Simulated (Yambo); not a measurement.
G0W0@PBE for GaP (zinc blende, space group F-43m, No. 216) in Yambo (4×4×4 mesh, 15 Ry block, plasmon pole, screening fixed), without a terminator:

```
bands N in G  gap Γ → X (eV)  shift of the valence edge (eV)
------------  --------------  ------------------------------
63                     2.213                          -0.543
113                    2.277                          -0.702
180                    2.303                          -0.761
```

**Question.** Extrapolate both columns to infinite N with E(N) = E∞ + A/N, test the form, and compare with the terminator.

**Answer.** From two points, E∞ = (N2 E2 − N1 E1)/(N2 − N1). The two largest N give 2.35 eV for the gap and -0.86 eV for the shift; the two smallest give 2.36 eV and -0.90 eV. For the gap the slopes A are -9.1 and -7.9 eV: the 1/N form holds. For the shift the slopes A are 23 and 18 eV: the form isn't reached, and its limit is uncertain. With the Bruneval-Gonze terminator and 180 bands the run gives 2.32 eV and -0.80 eV, 0.03 eV and 0.06 eV from the extrapolated values: the terminator too is an estimate of the remainder. Block, mesh and the bands in W are held fixed.

Spin-orbit coupling is not included.

Geometry relaxed with PBEsol; primitive cell a = 3.847 Å, b = 3.847 Å, c = 3.847 Å, α = 60.00°, β = 60.00°, γ = 60.00°.

A shift is the quasiparticle energy of the state minus its PBE energy.

The potentials are those of PseudoDojo's stringent table.
